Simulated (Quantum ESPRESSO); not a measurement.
pw.x input (Quantum ESPRESSO 7.5; PBEsol, PseudoDojo standard norm-conserving files, scalar-relativistic):

```
&CONTROL
  calculation = 'scf'
  pseudo_dir = './pseudo'
  outdir = './out'
  tprnfor = .true.
  tstress = .true.
/
&SYSTEM
  ibrav = 0
  nat = 3
  ntyp = 2
  ecutwfc = 86.0
  ecutrho = 344.0
  occupations = 'smearing'
  smearing = 'fd'
  degauss = 0.002
  nbnd = 27
  assume_isolated = '2D'
/
&ELECTRONS
  conv_thr = 3e-10
/
ATOMIC_SPECIES
Se 78.9710 Se.upf
Sn 118.7100 Sn.upf
CELL_PARAMETERS angstrom
  3.806377842684   0.000000000000   0.000000000000
 -1.903188921342   3.296419908167   0.000000000000
  0.000000000000   0.000000000000  16.200000000000
ATOMIC_POSITIONS crystal
Se   0.333333333000   0.666666667000   0.097769699500
Se   0.666666666333   0.333333333667  -0.097769699500
Sn  -0.000000000000   0.000000000333  -0.000000000000
K_POINTS automatic
12 12 1 0 0 0
```

End of the output:

```
     total energy              =    -641.82678104 Ry
     estimated scf accuracy    <       0.00000015 Ry
     total energy              =    -641.82678106 Ry
     estimated scf accuracy    <          4.6E-09 Ry
     total energy              =    -641.82678106 Ry
     estimated scf accuracy    <          1.7E-09 Ry
[...]
     the Fermi energy is    -5.6164 ev
!    total energy              =    -641.82678106 Ry
     estimated scf accuracy    <          1.1E-10 Ry
     smearing contrib. (-TS)   =      -0.00000000 Ry
     internal energy E=F+TS    =    -641.82678106 Ry
     The total energy is F=E-TS. E is the sum of the following terms:
     one-electron contribution =   -3053.53384798 Ry
     hartree contribution      =    1517.95567231 Ry
     xc contribution           =    -139.62775225 Ry
     ewald contribution        =    1033.37914685 Ry
     convergence has been achieved in  10 iterations
     Forces acting on atoms (cartesian axes, Ry/au):
     atom    1 type  1   force =     0.00000000    0.00000000    0.00054913
     atom    2 type  1   force =     0.00000000    0.00000000   -0.00054913
     atom    3 type  2   force =     0.00000000    0.00000000    0.00000000
     Total force =     0.000777     Total SCF correction =     0.000077
```
In a gapped system the printed Fermi energy is only some level inside the gap.

Spin-orbit coupling is not included.

Geometry relaxed with PBEsol.
